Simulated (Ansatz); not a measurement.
Relaxed-ion elastic tensor of LiF (zinc blende, F-43m) in GPa (Voigt order), plane-wave PAW r²SCAN (Ansatz code); density 2.18 g/cm³, 9.87 Å³ per atom.

|  | 1 | 2 | 3 | 4 | 5 | 6 |
|---|---|---|---|---|---|---|
| 1 | 71.1 | 52.1 | 52.1 | 0.0 | 0.0 | 0.0 |
| 2 | 52.1 | 71.1 | 52.1 | 0.0 | 0.0 | 0.0 |
| 3 | 52.1 | 52.1 | 71.1 | 0.0 | 0.0 | 0.0 |
| 4 | 0.0 | 0.0 | 0.0 | 36.6 | 0.0 | 0.0 |
| 5 | 0.0 | 0.0 | 0.0 | 0.0 | 36.6 | 0.0 |
| 6 | 0.0 | 0.0 | 0.0 | 0.0 | 0.0 | 36.6 |

Task: Is the crystal mechanically stable?

Result: Yes: the smallest eigenvalue of C is 19.0 GPa.

Task: Work out the Voigt, Reuss and Hill averages.

Result: K_V = 58.5, K_R = 58.5, K_H = 58.5; G_V = 25.8, G_R = 17.1, G_H = 21.4 GPa.

Task: Give Young's modulus, Poisson's ratio, Pugh's ratio and the universal anisotropy index.

Result: E = 9KG/(3K + G) = 57.3 GPa; ν = 0.34; K/G = 2.73 (ductile by the Pugh limit of 1.75); A_U = 5G_V/G_R + K_V/K_R − 6 = 2.55.

Task: Estimate the sound speeds and the Debye temperature.

Result: v_l = √((K + 4G/3)/ρ) = 6320 m/s, v_t = √(G/ρ) = 3130 m/s, mean 3520 m/s; Θ = (h/k)(3n/4πV)^(1/3) v_m = 488 K.

Task: Give the Zener ratio and Young's modulus along [100], [110] and [111].

Result: A = 2C44/(C11 − C12) = 3.87; 1/E = S11 − 2(S11 − S12 − S44/2)Γ with Γ = 0, 1/4, 1/3 gives 27.0, 57.1, 90.9 GPa.

Task: Solve the Christoffel equation for the three sound speeds along [100], [110], [111].

Result: Eigenvalues of C_ijkl n_j n_l equal ρv² (piezoelectric stiffening left out). In km/s, slowest first: [100] 4.10, 4.10, 5.71; [110] 2.08, 4.10, 6.71; [111] 2.91, 2.91, 7.01.

The start of the workflow was typed in or built on a structure type; neither database checked (COD, Materials Project) lists it. It is not the phase usual at ambient conditions (space group No. 225). The r²SCAN relaxation kept the symmetry of its start; whether a distortion lowers the energy is not shown.

Potentials: the later of the program's two PAW sets.
